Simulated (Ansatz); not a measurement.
AlCr₂C:
```cif
data_C2Al2Cr4
_chemical_formula_sum 'Al2 Cr4 C2'
_space_group_name_H-M_alt 'P63/mmc'
_space_group_IT_number 194
_space_group_name_Hall '-P 6c 2c'
_cell_length_a 2.84020
_cell_length_b 2.84020
_cell_length_c 12.70460
_cell_angle_alpha 90.000
_cell_angle_beta 90.000
_cell_angle_gamma 120.000
loop_
_atom_site_label
_atom_site_type_symbol
_atom_site_symmetry_multiplicity
_atom_site_Wyckoff_symbol
_atom_site_fract_x
_atom_site_fract_y
_atom_site_fract_z
_atom_site_occupancy
Al1 Al 2 d 0.66667 0.33333 0.25000 1
Cr1 Cr 4 f 0.33333 0.66667 0.08428 1
C1 C 2 a 0.00000 0.00000 0.00000 1
```

Relaxed at zero pressure with the program Ansatz at the PBE level (PAW).

Q: The volume is lowered by 3 % and shape and atoms relax at that volume. What pressure results, and how do the axes share the change?

A: 6.2 GPa; a -1.0 %, b -1.0 %, c -1.0 %; the energy rises by 6 meV/atom.

Q: Give the new structure.

A: 
Space group P6₃/mmc (No. 194); a = 2.811 Å, b = 2.811 Å, c = 12.583 Å, α = 90.00°, β = 90.00°, γ = 120.00°

```json
[
 {"atom": "Al", "site": "2d", "symmetry": "-6m2", "x": "0.6667", "y": "0.3333", "z": "0.2500"},
 {"atom": "Cr", "site": "4f", "symmetry": "3m.", "x": "0.3333", "y": "0.6667", "z": "0.0853"},
 {"atom": "C", "site": "2a", "symmetry": "-3m.", "x": "0.0000", "y": "0.0000", "z": "0.0000"}
]
```

The phase is kept; no other phase was compared at this pressure.

Space group P6_3/mmc. Symmetry was held in the PBE relaxation. No spin polarisation was allowed.

Potentials: the earlier of the program's two PAW sets.
